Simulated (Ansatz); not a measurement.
SrO (rock salt, Fm-3m) under volume change, LDA (plane waves, PAW; program Ansatz), scaled uniformly.

| V (Å³/atom) | E − E(relaxed) (meV/atom) | P (GPa) |
|---|---|---|
| 14.778 | 50.9 | 12.17 |
| 15.265 | 21.3 | 7.42 |
| 15.752 | 5.0 | 3.40 |
| 16.239 | 0.0 | 0.00 |
| 16.726 | 4.5 | -2.89 |
| 17.213 | 17.1 | -5.33 |
| 17.701 | 36.6 | -7.40 |

Problem. What does a third-order Birch–Murnaghan fit give for V₀, B₀ and B′?

Solution. V₀ = 16.24 Å³/atom, B₀ = 104 GPa, B′ = 4.5.

Symmetry was held in the LDA relaxation.

Potentials: the earlier of the program's two PAW sets. The files were generated under PBE; for other functionals the program regenerates the frozen cores, and for LDA and PBEsol the local potential too.
